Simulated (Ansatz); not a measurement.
YCo3B2:
```xyz
6
Lattice="5.0301 0.0000 0.0000 -2.5151 4.3562 0.0000 0.0000 0.0000 2.9325" Properties=species:S:1:pos:R:3 pbc="T T T"
Co     2.5151     0.0000     1.4663
Co     1.2575     2.1781     1.4663
Co    -1.2575     2.1781     1.4663
Y      0.0000     0.0000     0.0000
B      0.0000     2.9041     0.0000
B      2.5151     1.4521     0.0000
```
The run is spin-polarised; directions of the spins, atom by atom: ↑ ↑ ↑ 0 0 0.

Relaxed with r²SCAN.

Q: Give the Bader charges and basin volumes of the independent atoms, plane-wave PAW r²SCAN (Ansatz code).

A: 

| atom | Bader charge (e) | Bader volume (Å³) |
|---|---|---|
| Co1 | -0.22 | 11.4 |
| Y4 | +1.62 | 13.0 |
| B5 | -0.49 | 8.5 |

Space group P6/mmm. The workflow started from an entry of the Crystallography Open Database (COD). Its standing as an ambient phase is unchecked. The cell was relaxed with r²SCAN under the symmetry of its start, as lowered by the spin order; whether a distortion lowers the energy is not shown. Magnetic state: ferrimagnetic, the only order run, not a proven ground state. The program gave a warning on the electronic state, which may not be the lowest.

Potentials: the later of the program's two PAW sets.
